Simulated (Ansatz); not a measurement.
Ge:
```cif
data_Ge2
_chemical_formula_sum 'Ge2'
_space_group_name_H-M_alt 'P 1'
_space_group_IT_number 1
_cell_length_a 3.84570
_cell_length_b 3.84570
_cell_length_c 3.84570
_cell_angle_alpha 97.529
_cell_angle_beta 97.529
_cell_angle_gamma 137.557
loop_
_space_group_symop_operation_xyz
  'x, y, z'
loop_
_atom_site_label
_atom_site_type_symbol
_atom_site_fract_x
_atom_site_fract_y
_atom_site_fract_z
_atom_site_occupancy
Ge1 Ge 0.25000 0.75000 0.50000 1
Ge2 Ge 0.50000 0.50000 0.00000 1
```

Relaxed with LDA.

Question: Which orbitals make up the states near the Fermi level in the program Ansatz at the LDA level (PAW)?

Answer: Within 0.5 eV of the Fermi level: Ge 4p 81 %, Ge 4s 15 %. Projections are on Löwdin-orthogonalised atomic valence shells; empty p or d shells of many metals are not among them.

Question: Tabulate the density of states.

Answer: States/eV per cell of 2 atoms, in 0.25 eV bins, energy from the Fermi level.

| E (eV) | total | Ge 4p | Ge 4s |
|---|---|---|---|
| -7.85 | 0.70 | 0.18 | 0.52 |
| -7.60 | 0.47 | 0.14 | 0.33 |
| -7.35 | 0.40 | 0.14 | 0.26 |
| -7.10 | 0.39 | 0.14 | 0.26 |
| -6.85 | 0.42 | 0.14 | 0.27 |
| -6.60 | 0.49 | 0.18 | 0.31 |
| -6.35 | 0.64 | 0.27 | 0.36 |
| -6.10 | 0.43 | 0.18 | 0.25 |
| -5.85 | 0.42 | 0.21 | 0.21 |
| -5.60 | 0.41 | 0.22 | 0.18 |
| -5.35 | 0.40 | 0.24 | 0.16 |
| -5.10 | 0.40 | 0.25 | 0.15 |
| -4.85 | 0.53 | 0.39 | 0.14 |
| -4.60 | 0.67 | 0.52 | 0.14 |
| -4.35 | 0.76 | 0.60 | 0.15 |
| -4.10 | 0.78 | 0.61 | 0.16 |
| -3.85 | 0.74 | 0.58 | 0.15 |
| -3.60 | 0.73 | 0.58 | 0.14 |
| -3.35 | 0.75 | 0.60 | 0.14 |
| -3.10 | 0.77 | 0.62 | 0.13 |
| -2.85 | 0.79 | 0.65 | 0.13 |
| -2.60 | 0.81 | 0.69 | 0.11 |
| -2.35 | 0.88 | 0.76 | 0.10 |
| -2.10 | 0.93 | 0.82 | 0.10 |
| -1.85 | 1.03 | 0.92 | 0.10 |
| -1.60 | 1.09 | 0.98 | 0.10 |
| -1.35 | 1.04 | 0.93 | 0.09 |
| -1.10 | 0.92 | 0.81 | 0.09 |
| -0.85 | 0.84 | 0.73 | 0.09 |
| -0.60 | 0.80 | 0.68 | 0.10 |
| -0.35 | 0.77 | 0.64 | 0.11 |
| -0.10 | 0.75 | 0.62 | 0.11 |
| 0.15 | 0.74 | 0.60 | 0.12 |
| 0.40 | 0.76 | 0.60 | 0.13 |
| 0.65 | 0.77 | 0.60 | 0.14 |
| 0.90 | 0.79 | 0.61 | 0.15 |
| 1.15 | 0.80 | 0.61 | 0.15 |
| 1.40 | 0.82 | 0.62 | 0.16 |
| 1.65 | 0.75 | 0.56 | 0.14 |
| 1.90 | 0.73 | 0.56 | 0.13 |
| 2.15 | 0.77 | 0.59 | 0.14 |
| 2.40 | 0.83 | 0.63 | 0.15 |
| 2.65 | 0.85 | 0.64 | 0.14 |
| 2.90 | 0.89 | 0.67 | 0.13 |
| 3.15 | 0.94 | 0.71 | 0.13 |
| 3.40 | 1.02 | 0.77 | 0.13 |
| 3.65 | 1.06 | 0.78 | 0.12 |
| 3.90 | 0.98 | 0.71 | 0.10 |
| 4.15 | 1.00 | 0.71 | 0.09 |
| 4.40 | 1.05 | 0.74 | 0.09 |
| 4.65 | 1.09 | 0.76 | 0.09 |

Space group I4_1/amd (β-Sn type). This is a known high-pressure phase of the composition, computed here at zero pressure and temperature. Symmetry was held in the LDA relaxation; whether a distortion lowers the energy is not shown. Spin–orbit coupling is left out wherever it is not named.

Potentials: the earlier of the program's two PAW sets. The files were generated under PBE; for other functionals the program regenerates the frozen cores, and for LDA and PBEsol the local potential too.
